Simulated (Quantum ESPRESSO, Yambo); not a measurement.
For K2LiScF6 (space group Fm-3m, No. 225), Yambo gives the independent-particle static dielectric constant along x as 2.31 on PBEsol bands and 1.94 after a scissor of 5.30 eV widens every gap (4×4×4 mesh, 120 bands, 3 Ry local-field block, 0.2 eV broadening).

### Question
A scissor keeps the position matrix elements. In a one-oscillator model, how does ε − 1 scale, and what mean transition energy do the two values imply?

### Answer
Each transition adds |r|²/E to ε − 1, so ε − 1 ∝ 1/(E0 + Δ). Then (1.94 − 1)/(2.31 − 1) = E0/(E0 + Δ) = 0.718, and E0 = Δ(ε' − 1)/(ε − ε') = 13.5 eV. The computed Im ε, weighted by 1/E up to 20 eV, has its mean at 11.4 eV; the smallest direct PBEsol gap is 6.81 eV. The scissor comes from a G0W0 run whose convergence isn't established. Convergence of the RPA response with its 4×4×4 mesh was not tested.

Bands from Quantum ESPRESSO.

Geometry of the Materials Project entry, not relaxed at this level; primitive cell a = 5.862 Å, b = 5.862 Å, c = 5.862 Å, α = 60.00°, β = 60.00°, γ = 60.00°.

The structure is a Materials Project entry; no match was found in the copy of COD used, and its stability was not checked.
